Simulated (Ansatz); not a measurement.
SrCd₂Ge₂:
```xyz
5
Lattice="-2.2676 2.2676 5.8162 2.2676 -2.2676 5.8162 2.2676 2.2676 -5.8162" Properties=species:S:1:pos:R:3 pbc="T T T"
Sr     0.0000     0.0000     0.0000
Ge     0.0000     0.0000     4.5504
Ge     0.0000     0.0000     7.0820
Cd     0.0000     2.2676     2.9081
Cd     2.2676     0.0000     2.9081
```

Relaxed with r²SCAN.

### Question
Map the electron localisation function on the plane through (0.000, 0.000, 0.000) spanned by u = [1, 1, 0] and v = [1, 0, 1] in lattice vectors, from DFT-r²SCAN in the program Ansatz with PAW potentials.

### Answer
x is the fraction of u, y of v (the angle between them is 90°; rows are the nearest grid lines); atoms in the plane: Sr at (0.00, 0.00), Ge at (0.39, 0.00), Ge at (0.61, 0.00), Cd at (0.25, 0.50), Cd at (0.75, 0.50).
```
y \ x   0.000  0.100  0.175  0.275   0.375  0.450  0.550   0.625  0.725  0.825  0.900   1.00
------  -----  -----  -----  -----  ------  -----  -----  ------  -----  -----  -----  -----
1.00    0.006  0.464  0.050  0.336  -0.005  0.291  0.291  -0.005  0.336  0.050  0.464  0.006
0.913   0.568  0.296  0.076  0.348   0.066  0.360  0.360   0.067  0.348  0.076  0.296  0.568
0.826   0.862  0.061  0.164  0.278   0.408  0.450  0.450   0.408  0.278  0.164  0.061  0.862
0.783   0.763  0.039  0.201  0.197   0.501  0.529  0.529   0.501  0.197  0.201  0.039  0.763
0.696   0.074  0.094  0.202  0.259   0.575  0.475  0.475   0.575  0.259  0.202  0.094  0.074
0.609   0.026  0.208  0.248  0.529   0.317  0.243  0.243   0.317  0.529  0.248  0.208  0.026
0.522   0.049  0.238  0.317  0.772   0.228  0.104  0.104   0.228  0.772  0.316  0.238  0.049
0.478   0.049  0.238  0.316  0.772   0.228  0.104  0.104   0.228  0.772  0.317  0.238  0.049
0.391   0.026  0.208  0.248  0.529   0.317  0.243  0.243   0.317  0.529  0.248  0.208  0.026
0.304   0.074  0.094  0.202  0.259   0.575  0.475  0.475   0.575  0.259  0.202  0.094  0.074
0.217   0.763  0.039  0.201  0.197   0.501  0.529  0.529   0.501  0.197  0.201  0.039  0.763
0.174   0.862  0.061  0.164  0.278   0.408  0.450  0.450   0.408  0.278  0.164  0.061  0.862
0.0870  0.568  0.296  0.076  0.348   0.067  0.360  0.360   0.066  0.348  0.076  0.296  0.568
0.000   0.006  0.464  0.050  0.336  -0.005  0.291  0.291  -0.005  0.336  0.050  0.464  0.006
```

The density is the valence pseudo-density with augmentation charge, so density and ELF within about 1 Å of a nucleus are not all-electron values.

Space group I4/mmm. The workflow started from an entry of the Crystallography Open Database (COD). Its standing as an ambient phase is unchecked. The r²SCAN relaxation kept the symmetry of its start; its stability against distortions is not shown here.

Potentials: the later of the program's two PAW sets.
